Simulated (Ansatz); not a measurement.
Method: Ansatz 0.2.0, DFT PBE, scalar-relativistic, plane waves, PAW. All cells share a 420 eV cutoff and Γ-centred k meshes spaced at most about 0.3 Å⁻¹ (about 0.25 or finer for metals, 2π included). No spin polarisation in the final relaxations.

All energies are static (0 K, no zero-point motion).

Compare these two cells of Si3Ru, each relaxed at this level.

A.

```yaml
crystal:
  lattice:
    - [0.00000, 3.01013, 3.01013]
    - [3.01013, 0.00000, 3.01013]
    - [3.01013, 3.01013, 0.00000]
  atoms:
    - { symbol: Si, position: [0.25000, 0.25000, 0.25000] }
    - { symbol: Si, position: [0.75000, 0.75000, 0.75000] }
    - { symbol: Si, position: [0.50000, 0.50000, 0.50000] }
    - { symbol: Ru, position: [0.00000, 0.00000, 0.00000] }
```

B.

```yaml
crystal:
  lattice:
    - [-2.37914, 2.37914, 2.44825]
    - [2.37914, -2.37914, 2.44825]
    - [2.37914, 2.37914, -2.44825]
  atoms:
    - { symbol: Si, position: [0.75000, 0.25000, 0.50000] }
    - { symbol: Si, position: [0.25000, 0.75000, 0.50000] }
    - { symbol: Si, position: [0.50000, 0.50000, 0.00000] }
    - { symbol: Ru, position: [0.00000, 0.00000, 0.00000] }
```

Question: Which is lower in energy, and by how much?

Answer: B is lower, by 63 meV/atom. A has the BiF3 (D0_3) type, space group Fm-3m (No. 225), 13.6 Å³/atom and no gap on its mesh; B has space group I4/mmm (No. 139), 13.9 Å³/atom and no gap. Counting Si atoms around Ru (those within 1.25 times the shortest such distance or 1.15 times the sum of covalent radii; a plus sign parts nearer from farther groups), A has Ru 8+6 and B has Ru 2+8. B holds Si–Si chains (shortest 2.45 Å); in A the shortest Si–Si distance is 2.61 Å, near bonding range too. Even the lower one lies +0.09 eV/atom against the reference forms of the elements (uncorrected), so neither is stable at this level. Both come from invented guesses. A third cell relaxed alike, in P4/mmm, lies 98 meV/atom below the lower of the two.

Cells relaxed within their symmetry can be saddle points.
